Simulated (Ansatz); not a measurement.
Relaxed-ion elastic tensor of GaAs in space group Pm-3n (No. 223; Ga on 6c, As on 6d) in GPa (Voigt order), the program Ansatz at the r²SCAN level (PAW); density 4.22 g/cm³, 28.44 Å³ per atom.

```json
[
 {"": "1", "1": "108", "2": "28.1", "3": "28.1", "4": "0.0", "5": "0.0", "6": "0.0"},
 {"": "2", "1": "28.1", "2": "108", "3": "28.1", "4": "0.0", "5": "0.0", "6": "0.0"},
 {"": "3", "1": "28.1", "2": "28.1", "3": "108", "4": "0.0", "5": "0.0", "6": "0.0"},
 {"": "4", "1": "0.0", "2": "0.0", "3": "0.0", "4": "20.0", "5": "0.0", "6": "0.0"},
 {"": "5", "1": "0.0", "2": "0.0", "3": "0.0", "4": "0.0", "5": "20.0", "6": "0.0"},
 {"": "6", "1": "0.0", "2": "0.0", "3": "0.0", "4": "0.0", "5": "0.0", "6": "20.0"}
]
```

Problem. Is the crystal mechanically stable?

Solution. Yes: the smallest eigenvalue of C is 20.0 GPa.

Problem. Work out the Voigt, Reuss and Hill averages.

Solution. K_V = 54.7, K_R = 54.7, K_H = 54.7; G_V = 28.0, G_R = 25.0, G_H = 26.5 GPa.

Problem. Give Young's modulus, Poisson's ratio, Pugh's ratio and the universal anisotropy index.

Solution. E = 9KG/(3K + G) = 68.4 GPa; ν = 0.29; K/G = 2.07 (ductile by the Pugh limit of 1.75); A_U = 5G_V/G_R + K_V/K_R − 6 = 0.59.

Problem. Estimate the sound speeds and the Debye temperature.

Solution. v_l = √((K + 4G/3)/ρ) = 4620 m/s, v_t = √(G/ρ) = 2500 m/s, mean 2790 m/s; Θ = (h/k)(3n/4πV)^(1/3) v_m = 273 K.

Problem. Give the Zener ratio and Young's modulus along [100], [110] and [111].

Solution. A = 2C44/(C11 − C12) = 0.50; 1/E = S11 − 2(S11 − S12 − S44/2)Γ with Γ = 0, 1/4, 1/3 gives 96.3, 60.2, 53.5 GPa.

The start of the workflow was typed in or built on a structure type; neither database checked (COD, Materials Project) lists it. It is not the phase usual at ambient conditions (space group No. 216). The r²SCAN relaxation kept the symmetry of its start; its stability against distortions is not shown here. The volume moved by 22 % from the start of the relaxation.

Potentials: the later of the program's two PAW sets.
